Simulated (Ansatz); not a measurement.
Relaxed-ion elastic tensor of GaN in space group P4_2/mnm (No. 136; Ga on 4g, N on 4f) in GPa (Voigt order), plane-wave PAW r²SCAN (Ansatz code); density 5.84 g/cm³, 11.89 Å³ per atom.

```tsv
	1	2	3	4	5	6
1	276	126	121	0.0	0.0	0.0
2	126	276	121	0.0	0.0	0.0
3	121	121	389	0.0	0.0	0.0
4	0.0	0.0	0.0	91.0	0.0	0.0
5	0.0	0.0	0.0	0.0	91.0	0.0
6	0.0	0.0	0.0	0.0	0.0	103
```

**Question.** Is the crystal mechanically stable?

**Answer.** Yes: the smallest eigenvalue of C is 91.0 GPa.

**Question.** Work out the Voigt, Reuss and Hill averages.

**Answer.** K_V = 186, K_R = 183, K_H = 185; G_V = 95.2, G_R = 92.9, G_H = 94.0 GPa.

**Question.** Give Young's modulus, Poisson's ratio, Pugh's ratio and the universal anisotropy index.

**Answer.** E = 9KG/(3K + G) = 241 GPa; ν = 0.28; K/G = 1.96 (ductile by the Pugh limit of 1.75); A_U = 5G_V/G_R + K_V/K_R − 6 = 0.14.

**Question.** Estimate the sound speeds and the Debye temperature.

**Answer.** v_l = √((K + 4G/3)/ρ) = 7280 m/s, v_t = √(G/ρ) = 4010 m/s, mean 4470 m/s; Θ = (h/k)(3n/4πV)^(1/3) v_m = 583 K.

**Question.** How much does each axis shrink under pressure?

**Answer.** Linear compressibilities β_i = Σ_j S_ij (j = 1 to 3): x 2.1, y 2.1, z 1.3 per TPa.

The start of the workflow was typed in or built on a structure type; neither database checked (COD, Materials Project) lists it. It is not the phase usual at ambient conditions (space group No. 186, 216). The r²SCAN relaxation kept the symmetry of its start; whether a distortion lowers the energy is not shown.

Potentials: the later of the program's two PAW sets.
